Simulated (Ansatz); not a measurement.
LaLuO$_{3}$:
```
CELL_PARAMETERS angstrom
      4.19273     0.00000     0.00000
      0.00000     4.19273     0.00000
      0.00000     0.00000     4.19273
ATOMIC_POSITIONS crystal
  La 0.00000 0.00000 0.00000
  Lu 0.50000 0.50000 0.50000
  O  0.00000 0.50000 0.50000
  O  0.50000 0.50000 0.00000
  O  0.50000 0.00000 0.50000
```

Relaxed with PBEsol. Special points in fractions of this cell's reciprocal vectors: Γ (0.000, 0.000, 0.000); X (0.000, 0.500, 0.000); M (0.500, 0.500, 0.000); R (0.500, 0.500, 0.500).

Problem. List the band energies nearest the valence-band maximum at these points for PBEsol in the plane-wave PAW code Ansatz.

Solution. In eV from the valence-band maximum; about four levels below and three above (degenerate sets whole), none deeper than 8.9 eV; points with the same levels are listed once.

```
k                                below                above
-  -----------------------------------  -------------------
Γ     -1.08 -1.08 -1.08 0.00 0.00 0.00       1.42 1.42 1.70
X              -1.22 -1.20 -0.15 -0.15       1.55 1.55 1.69
M              -1.36 -1.11 -1.11 -0.48  1.58 1.58 1.73 1.73
R  -1.45 -1.45 -1.45 -1.33 -1.33 -1.33       1.62 1.62 1.62
```

Space group Pm-3m (cubic perovskite). A made-up cell: these elements were put on the sites of a structure type; neither database checked (COD, Materials Project) lists it. Its standing as an ambient phase is unchecked. Symmetry was held in the PBEsol relaxation. At this level the phase is dynamically unstable (imaginary phonons). Spin–orbit coupling is left out wherever it is not named.

Potentials: the later of the program's two PAW sets.
